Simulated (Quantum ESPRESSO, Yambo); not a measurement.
**G0W0 results for WS₂**

```
WS2
1.0
    3.15382     0.00000     0.00000
   -1.57691     2.73129     0.00000
    0.00000     0.00000    12.13834
S W
4 2
Direct
  0.33333   0.66667   0.62024
  0.66667   0.33333   0.37976
  0.66667   0.33333   0.12024
  0.33333   0.66667   0.87976
  0.33333   0.66667   0.25000
  0.66667   0.33333   0.75000
```

Cell and atoms were relaxed with PBE+D3(BJ) from Materials Project entry mp-224, within its symmetry.

Starting point: norm-conserving PBE (Quantum ESPRESSO, 74 Ry, no spin-orbit coupling). G0W0 in Yambo: 6×6×1 Γ-centred k mesh, bands 3 to 92 and a 6 Ry block in the screening, 92 bands in G with the Bruneval-Gonze terminator, plasmon pole fitted at 27.2 eV.

* **PBE gap along the band path**: 0.92 eV
* **PBE gap between the mesh's edge points (Γ → (0.167, 0.167, 0))**: 0.89 eV
* **G0W0 gap between the same points**: 1.20 eV
* **PBE smallest direct gap on the mesh (at K)**: 1.83 eV
* **G0W0 direct gap at that point**: 2.37 eV

| k point | band | E PBE (eV) | E QP (eV) | shift (eV) | Z |
|---|---|---|---|---|---|
| Γ | VB | 0.00 | 0.26 | 0.26 | 0.80 |
| Γ | CB | 2.25 | 2.96 | 0.71 | 0.80 |
| M | VB | -1.56 | -1.52 | 0.04 | 0.80 |
| M | CB | 2.27 | 3.25 | 0.98 | 0.79 |
| (0.167, 0.167, 0) | VB | -1.55 | -1.33 | 0.22 | 0.79 |
| (0.167, 0.167, 0) | CB | 0.89 | 1.47 | 0.57 | 0.80 |
| K | VB | -0.57 | -0.30 | 0.27 | 0.80 |
| K | CB | 1.26 | 2.08 | 0.81 | 0.80 |

Energies count from the PBE valence-band maximum.

Convergence of the G0W0 settings was not tested.

Spin-orbit coupling is left out, which matters for elements this heavy: edges can move by tenths of an eV.
